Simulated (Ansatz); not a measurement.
PbSe (rock salt), frozen-phonon scan

PbSe (rock salt)

```xyz
4
Lattice="0.0000 6.2178 6.2178 3.1089 0.0000 3.1089 3.1089 3.1089 0.0000" Properties=species:S:1:pos:R:3 pbc="T T T"
Se     0.0000     0.0000     0.0000
Se     3.1089     3.1089     6.2178
Pb     3.1089     3.1089     3.1089
Pb     3.1089     6.2178     6.2178
```

A phonon eigenvector at L = (0.5, 0.0, 0.0) is frozen into this cell: atom i moves by Q times the vector below, so Q is the largest atomic displacement, in Å. The cell is held. (q is in reciprocal vectors of the primitive cell; the cell shown is doubled to hold the pattern.)

| atom | x | y | z |
|---|---|---|---|
| Pb3 | -0.577 | 0.577 | 0.577 |
| Pb4 | 0.577 | -0.577 | -0.577 |

Atoms not listed stay in place.

Level of theory: PBE (plane waves to 420 eV, PAW, scalar-relativistic; Ansatz, a quantum-chemistry and plane-wave program). k mesh 9×9×9 (Γ-centred), Fermi-Dirac smearing 0.05 eV. Energies are smeared free energies. Stress and pressure are positive under compression. PbSe was relaxed with its symmetry unable to fall. Spin-orbit coupling is left out, though Pb is heavy. ΔE is measured from the undisplaced structure.

```csv
Q (Å),ΔE (eV/cell),−dE/dQ from forces (eV/Å),P (GPa)
-0.180,0.2253,2.486,0.55
-0.150,0.1568,2.080,0.38
-0.120,0.1005,1.670,0.24
-0.090,0.0566,1.256,0.14
-0.060,0.0252,0.839,0.06
-0.030,0.0063,0.420,0.02
0.000,0.0000,0.000,0.00
0.030,0.0063,-0.420,0.02
0.060,0.0252,-0.839,0.06
0.090,0.0566,-1.256,0.14
0.120,0.1005,-1.670,0.24
0.150,0.1568,-2.080,0.38
0.180,0.2253,-2.486,0.55
```

Summary:

| Item | Value |
|---|---|
| Energy at Q = 0.180 Å | 225.3 meV/cell |
| Space group of the distorted cell | R-3m (No. 166), lowered from Fm-3m |
| Symmetry of the curve | even: the same for both signs |
| Shape of the curve | a single well with its minimum at or next to zero displacement |
| Harmonic wavenumber from the curvature (finite differences) | 96 cm⁻¹ |
| Wavenumber by perturbation theory (DFPT, on another k mesh) | 96 cm⁻¹ |

(A displaced cell: forces are minus the slopes of the energy, force constants its curvatures, and phonons follow from these.)
